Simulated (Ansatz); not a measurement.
Fe:
```xyz
1
Lattice="-1.3929 1.3929 1.3929 1.3929 -1.3929 1.3929 1.3929 1.3929 -1.3929" Properties=species:S:1:pos:R:3 pbc="T T T"
Fe     0.0000     0.0000     0.0000
```
Starting moments (μB, in the order of the atoms Fe): 2.1.

Relaxed with PBEsol. Special points in fractions of this cell's reciprocal vectors: Γ (0.000, 0.000, 0.000); H (0.500, -0.500, 0.500); N (0.000, 0.000, 0.500); P (0.250, 0.250, 0.250).

Task: List the band energies nearest the Fermi level at these points for plane-wave PAW PBEsol (Ansatz code).

Result: In eV from the Fermi level; about four levels below and three above (degenerate sets whole), none deeper than 8.9 eV; … stands for higher levels left out; points with the same levels are listed once.

```tsv
k	below	above
Γ ↑	-2.42 -2.42 -2.42 -1.05 -1.05	…
H ↑	-5.20 -5.20	0.23 0.23 0.23
N ↑	-5.28 -3.61 -0.99 -0.84	0.33 0.53 …
P ↑	-3.46 -3.46 -3.46 -0.80 -0.80	…
Γ ↓	-8.67 -0.61 -0.61 -0.61	…
H ↓	-3.49 -3.49	2.31 2.31 2.31
N ↓	-4.05 -1.99	0.55 1.40 1.81
P ↓	-2.13 -2.13 -2.13	1.86 1.86 …
```

Space group Im-3m (bcc (W type)). The PBEsol relaxation kept the symmetry of its start. Magnetic state: ferromagnetic, chosen from 3 collinear starts compared on coarse meshes (ties went to the first, and starts can fall back to one state), not a proven ground state. Textbook magnetic order: ferromagnetic.

Potentials: the later of the program's two PAW sets.
